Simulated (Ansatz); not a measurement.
Relaxed-ion elastic tensor of TaN (rock salt, space group No. 225) in GPa (Voigt order), r²SCAN in the plane-wave PAW code Ansatz; density 15.24 g/cm³, 10.62 Å³ per atom.

```
 763   146   146   0.0   0.0   0.0
 146   763   146   0.0   0.0   0.0
 146   146   763   0.0   0.0   0.0
 0.0   0.0   0.0  56.9   0.0   0.0
 0.0   0.0   0.0   0.0  56.9   0.0
 0.0   0.0   0.0   0.0   0.0  56.9
```

### Question
Is the crystal mechanically stable?

### Answer
Yes: the smallest eigenvalue of C is 56.9 GPa.

### Question
Work out the Voigt, Reuss and Hill averages.

### Answer
K_V = 352, K_R = 352, K_H = 352; G_V = 157, G_R = 84.4, G_H = 121 GPa.

### Question
Give Young's modulus, Poisson's ratio, Pugh's ratio and the universal anisotropy index.

### Answer
E = 9KG/(3K + G) = 325 GPa; ν = 0.35; K/G = 2.91 (ductile by the Pugh limit of 1.75); A_U = 5G_V/G_R + K_V/K_R − 6 = 4.32.

### Question
Estimate the sound speeds and the Debye temperature.

### Answer
v_l = √((K + 4G/3)/ρ) = 5800 m/s, v_t = √(G/ρ) = 2820 m/s, mean 3160 m/s; Θ = (h/k)(3n/4πV)^(1/3) v_m = 429 K.

### Question
Give the Zener ratio and Young's modulus along [100], [110] and [111].

### Answer
A = 2C44/(C11 − C12) = 0.18; 1/E = S11 − 2(S11 − S12 − S44/2)Γ with Γ = 0, 1/4, 1/3 gives 716, 201, 162 GPa.

Space group Fm-3m (rock salt). This is a known high-temperature phase of the composition, computed here at zero pressure and temperature. The cell was relaxed with r²SCAN under the symmetry of its start; whether a distortion lowers the energy is not shown. No spin polarisation was allowed. As this level gives no gap, shear constants depend on the k-mesh and smearing (Fermi–Dirac, 0.1 eV here). Spin–orbit coupling is left out wherever it is not named.

Potentials: the earlier of the program's two PAW sets. The files were generated under PBE; for other functionals the program regenerates the frozen cores, and for LDA and PBEsol the local potential too.
